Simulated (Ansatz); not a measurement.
**Phonons of ZrH (P4_2/mmc)**

```
CELL_PARAMETERS angstrom
3.18533 0.00000 0.00000
0.00000 3.18533 0.00000
0.00000 0.00000 5.00654
ATOMIC_POSITIONS crystal
Zr 0.00000 0.50000 0.00000
Zr 0.50000 0.00000 0.50000
H 0.00000 0.00000 0.75000
H 0.00000 0.00000 0.25000
```

Unless marked otherwise, the numbers come from PBEsol, all-electron LAPW in Ansatz 0.2.0, scalar-relativistic. k mesh 10×10×6, Fermi-Dirac smearing of 0.100 eV, basis error target 0.5 meV/atom. The cell was relaxed by PAW under this functional.

Atoms are displaced by 0.01 Å in the primitive cell, which gives the zone-centre modes alone. Negative values stand for unstable modes.

Is the structure dynamically stable at these wave vectors?

Yes, no mode is unstable there; wave vectors off this mesh aren't tested.

How do the optical zone-centre modes decompose, and which are active?

Point group 4/mmm: Γ_opt = 2Eu + B2u + A2u + Eg + B1g.

| label | meV | activity | mostly |
| --- | --- | --- | --- |
| Eu | 17.71 | IR | Zr (100 %) |
| B2u | 23.57 | silent | Zr (100 %) |
| Eu | 148.79 | IR | H (98 %) |
| A2u | 155.72 | IR | H (99 %) |
| Eg | 157.33 | Raman | H (100 %) |
| B1g | 167.25 | Raman | H (100 %) |

In a metal the activity is that of symmetry alone; free carriers screen the infrared modes.

How well do frozen-core PAW files reproduce these all-electron values?

With a cutoff of 420 eV and displacements of 0.0025 Å, the r.m.s. difference over the modes is 0.8 cm⁻¹; the largest difference is 1257.1 (PAW) against 1256.0 cm⁻¹ (LAPW).

The cell is scaled evenly to 49.274 and 52.322 Å³ (from 50.798), with free atoms relaxed and the shape held, so these aren't the values under hydrostatic pressure. What are the mode Grüneisen parameters γ = −d ln ω/d ln V?

For the highest mode, 1400.3 cm⁻¹ in the small cell and 1299.9 in the large one give γ ≈ 1.24. From the change of the dynamical matrix on each mode:

```json
{"point": "Gamma", "cm⁻¹": "142.8", "γ": "0.94"}
{"point": "Gamma", "cm⁻¹": "190.1", "γ": "2.28"}
{"point": "Gamma", "cm⁻¹": "1200.1", "γ": "1.11"}
{"point": "Gamma", "cm⁻¹": "1256.0", "γ": "1.36"}
{"point": "Gamma", "cm⁻¹": "1269.0", "γ": "1.11"}
{"point": "Gamma", "cm⁻¹": "1349.0", "γ": "1.24"}
```

Keep in mind: responses of metals move with mesh and smearing; zone-boundary modes aren't tested; the frozen-core PAW files of the compared runs were fitted under PBE, their cores solved anew for this functional.
